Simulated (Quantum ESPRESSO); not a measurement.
# TiIr4ScRu2: a guest atom moved from site to site

A calculation, not a measurement. The program is pw.x of Quantum ESPRESSO 7.5 (plane-wave density functional theory). The cell is made up: eight metal atoms on a hexagonal close-packed lattice, with elements, volume, strain and displacements drawn at random and not relaxed, so it may be unstable or far from any real phase. PseudoDojo standard norm-conserving files set the functional (PBE unless stated); there is no spin polarisation or spin-orbit coupling, the Fermi-Dirac width of 0.25 eV means electrons at about 2900 K, and the masses in the input are unused placeholders. Heavy elements are run without spin-orbit coupling, which real alloys of them have. A spin test at this wide smearing found no moment, but such smearing suppresses magnetism that the real alloy may have.

The runs move one Ti atom among sites that otherwise hold Ir. Cell, positions, cutoff, mesh and smearing stay as in the input of run 1; sites are counted in its order. Stress in the tables is positive in tension.

Input of run 1:

```
&control calculation='scf', pseudo_dir='./dojo.nc.sr.pbe.v0_5.standard.upf', outdir='./o', disk_io='minimal', tprnfor=.true., tstress=.true. /
&system ibrav=0, nat=8, ntyp=4, nbnd=80, ecutwfc=84.00895049, nosym=.true., tot_charge=0,
 occupations='smearing', smearing='fd', degauss=0.0183746611
/
&electrons conv_thr=1.470e-08, electron_maxstep=70, mixing_beta=0.5 /
ATOMIC_SPECIES
Ir 1.0 Ir.upf
Ru 1.0 Ru.upf
Sc 1.0 Sc.upf
Ti 1.0 Ti.upf
CELL_PARAMETERS angstrom
0.009 0.0289 4.3891
5.5132 -0.0281 0.0113
-2.7809 4.8367 0.0258
ATOMIC_POSITIONS angstrom
Ti -0.0471 -0.0004 0.1178
Ir -1.4256 2.3299 -0.0085
Sc 2.77 -0.0491 0.0454
Ir 1.4423 2.3224 0.0497
Ru -0.1328 1.5656 2.0804
Ru -1.389 3.9115 2.2955
Ir 2.7718 1.6947 2.0819
Ir 1.4153 4.0065 2.2162
K_POINTS automatic
5 5 5 1 1 1
```

| run | elements on sites 1 to 8 | free energy less that of run 1 (eV) | -TS (eV) | pressure (GPa) | stress xx (GPa) | stress yy (GPa) | stress zz (GPa) | stress yz (GPa) | stress xz (GPa) | stress xy (GPa) | iterations |
| --- | --- | --- | --- | --- | --- | --- | --- | --- | --- | --- | --- |
| 1 | Ti Ir Sc Ir Ru Ru Ir Ir | 0.000 | -1.518 | 12.32 | -14.85 | -6.46 | -15.65 | 2.30 | -0.63 | -1.32 | 21 |
| 2 | Ir Ti Sc Ir Ru Ru Ir Ir | 0.143 | -1.565 | 12.03 | -10.70 | -9.95 | -15.43 | 0.55 | -0.83 | -3.85 | 19 |
| 3 | Ir Ir Sc Ir Ru Ru Ti Ir | -0.158 | -1.451 | 11.44 | -8.64 | -6.73 | -18.96 | 0.69 | 0.38 | -1.32 | 22 |
| 4 | Ir Ir Sc Ir Ru Ru Ir Ti | -0.057 | -1.429 | 12.16 | -8.94 | -7.11 | -20.43 | 1.44 | -0.83 | -0.39 | 22 |

Forces Fx Fy Fz (eV/Å):

```
site              run 1              run 2              run 3              run 4
   1   0.76 -0.38 -1.02   0.80 -0.23 -2.26   1.24 -0.45 -2.28   0.77 -0.37 -1.96
   2    1.28 0.41 -0.72    0.47 0.89 -0.39    1.42 0.44 -0.35    1.40 0.73 -0.74
   3  -0.45 -0.82 -0.69  -0.60 -0.54 -0.50  -0.44 -1.21 -0.80  -1.02 -0.28 -0.72
   4   -2.10 0.11 -1.52   -2.02 0.80 -1.61   -2.07 0.21 -0.79   -2.34 0.37 -1.37
   5     1.56 0.79 1.31     1.86 0.35 1.69     1.45 0.42 2.14     1.49 0.66 2.12
   6    0.04 1.34 -0.66    0.30 1.02 -0.23   -0.69 1.03 -0.48    0.06 1.05 -0.58
   7   -0.54 -1.20 2.61   -0.45 -1.58 2.38   -0.48 -0.03 1.52   -0.62 -1.50 2.58
   8   -0.55 -0.24 0.68   -0.36 -0.70 0.92   -0.42 -0.40 1.03    0.26 -0.67 0.66
```

The sites are displaced and not relaxed, so the energy differences mix bonding between neighbours with strain and are not ordering energies. A rerun of one cell of this series at a higher cutoff and on a denser mesh moved values by no more than 0.007 eV in energy, 0.06 GPa in stress and 0.014 eV/Å in force, and a second program with other atomic files agreed on that cell to 2 % rms in force and 0.5 GPa in pressure.